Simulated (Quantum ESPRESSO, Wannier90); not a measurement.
## CsH (CsCl type): Wannier90 run

Cell from Materials Project (mp-632319), symmetrised, no further relaxation. Not found in the COD (Crystallography Open Database) copy used, which has the formula in other groups; not checked further. Level: PBEsol, no spin polarisation, no spin-orbit coupling; pw.x of Quantum ESPRESSO at 58 Ry with PseudoDojo potentials, 8×8×8 k-points, Wannier90. Density: 8×8×8 mesh, cold smearing 0.01 Ry. Spin-orbit coupling is left out although heavy elements are present.

On the energy scale of pw.x, whose zero is arbitrary, the valence-band maximum lies at 4.37 eV.

Input w.win:

```
num_bands = 1
num_wann = 1
exclude_bands = 1-4,6-11
num_iter = 800
conv_tol = 1.0e-7
conv_window = 4
fixed_step = 0.5
write_hr = true
write_u_matrices = true
auto_projections = true
begin unit_cell_cart
ang
    3.8184100000    0.0000000000    0.0000000000
    0.0000000000    3.8184100000    0.0000000000
    0.0000000000    0.0000000000    3.8184100000
end unit_cell_cart
begin atoms_frac
Cs   0.0000000000  0.0000000000  0.0000000000
H    0.5000000000  0.5000000000  0.5000000000
end atoms_frac
mp_grid = 8 8 8
begin kpoints
0.0000000000 0.0000000000 0.0000000000
0.0000000000 0.0000000000 0.1250000000
0.0000000000 0.0000000000 0.2500000000
... (509 more lines: the 8x8x8 mesh through Gamma)
end kpoints
```

Input of pw2wannier90.x that gives the overlap and projection files (equivalent; here they were cut from one run over all bands):

```
&inputpp
  outdir = './out'
  prefix = 'pwscf'
  seedname = 'w'
  write_amn = .true.
  write_mmn = .true.
  atom_proj = .true.
  atom_proj_exclude = 1 2 3 4 5
/
```

Output w.wout (banner and timings cut):

```
                                    ------
                                    SYSTEM
                                    ------

                              Lattice Vectors (Ang)
                    a_1     3.818410   0.000000   0.000000
                    a_2     0.000000   3.818410   0.000000
                    a_3     0.000000   0.000000   3.818410

                   Unit Cell Volume:      55.67339  (Ang^3)

                        Reciprocal-Space Vectors (Ang^-1)
                    b_1     1.645498   0.000000   0.000000
                    b_2     0.000000   1.645498   0.000000
                    b_3     0.000000   0.000000   1.645498

 *----------------------------------------------------------------------------*
 |   Site       Fractional Coordinate          Cartesian Coordinate (Ang)     |
 +----------------------------------------------------------------------------+
 | cs   1   0.00000   0.00000   0.00000   |    0.00000   0.00000   0.00000    |
 | h    1   0.50000   0.50000   0.50000   |    1.90921   1.90921   1.90921    |
 *----------------------------------------------------------------------------*
                                ------------
                                K-POINT GRID
                                ------------

             Grid size =  8 x  8 x  8      Total points =  512

 *---------------------------------- MAIN ------------------------------------*
 |  Number of Wannier Functions               :                 1             |
 |  Number of Objective Wannier Functions     :                 1             |
 |  Number of input Bloch states              :                 1             |
 |  Output verbosity (1=low, 5=high)          :                 1             |
 |  Timing Level (1=low, 5=high)              :                 1             |
 |  Optimisation (0=memory, 3=speed)          :                 3             |
 |  Length Unit                               :               Ang             |
 |  Post-processing setup (write *.nnkp)      :                 F             |
 |  Using Gamma-only branch of algorithms     :                 F             |
 *----------------------------------------------------------------------------*
 *------------------------------- WANNIERISE ---------------------------------*
 |  Total number of iterations                :               800             |
 |  Number of CG steps before reset           :                 5             |
 |  Fixed step length for minimisation        :             0.500             |
 |  Convergence tolerence                     :         0.100E-06             |
 |  Convergence window                        :                 4             |
 |  Iterations between writing output         :                 1             |
 |  Iterations between backing up to disk     :               100             |
 |  Write r^2_nm to file                      :                 F             |
 |  Write xyz WF centres to file              :                 F             |
 |  Write on-site energies <0n|H|0n> to file  :                 F             |
 |  Use guiding centre to control phases      :                 F             |
 |  Use phases for initial projections        :                 F             |
 *----------------------------------------------------------------------------*
 *-------------------------------- PLOTTING ----------------------------------*
 |  Plotting Hamiltonian in WF basis          :                 T             |
 *----------------------------------------------------------------------------*

       ... (k-mesh section left out)

 Starting a new Wannier90 calculation ...

 Reading overlaps from w.mmn

 Reading projections from w.amn

 *------------------------------- WANNIERISE ---------------------------------*
 +--------------------------------------------------------------------+<-- CONV
 | Iter  Delta Spread     RMS Gradient      Spread (Ang^2)            |<-- CONV
 +--------------------------------------------------------------------+<-- CONV

 ------------------------------------------------------------------------------
 Initial State
  WF centre and spread    1  (  1.909205,  1.909205,  1.909205 )     2.75969504
  Sum of centres and spreads (  1.909205,  1.909205,  1.909205 )     2.75969504

      0     0.276E+01     0.0000000000        2.7596950370  <-- CONV
        O_D=      0.0000000 O_OD=      0.0000000 O_TOT=      2.7596950 <-- SPRD
 ------------------------------------------------------------------------------
      1     0.000E+00     0.0000002051        2.7596950370  <-- CONV
        O_D=      0.0000000 O_OD=      0.0000000 O_TOT=      2.7596950 <-- SPRD
      2     0.000E+00     0.0000002048        2.7596950370  <-- CONV
        O_D=      0.0000000 O_OD=      0.0000000 O_TOT=      2.7596950 <-- SPRD
      3    -0.444E-15     0.0000002043        2.7596950370  <-- CONV
        O_D=      0.0000000 O_OD=      0.0000000 O_TOT=      2.7596950 <-- SPRD
      4     0.000E+00     0.0000002035        2.7596950370  <-- CONV
        O_D=      0.0000000 O_OD=      0.0000000 O_TOT=      2.7596950 <-- SPRD
             <<<     Delta < 1.000E-07  over  4 iterations     >>>
             <<< Wannierisation convergence criteria satisfied >>>
 Final State
  WF centre and spread    1  (  1.909205,  1.909205,  1.909205 )     2.75969504
  Sum of centres and spreads (  1.909205,  1.909205,  1.909205 )     2.75969504

         Spreads (Ang^2)       Omega I      =     2.759695037
        ================       Omega D      =     0.000000000
                               Omega OD     =     0.000000000
    Final Spread (Ang^2)       Omega Total  =     2.759695037
```
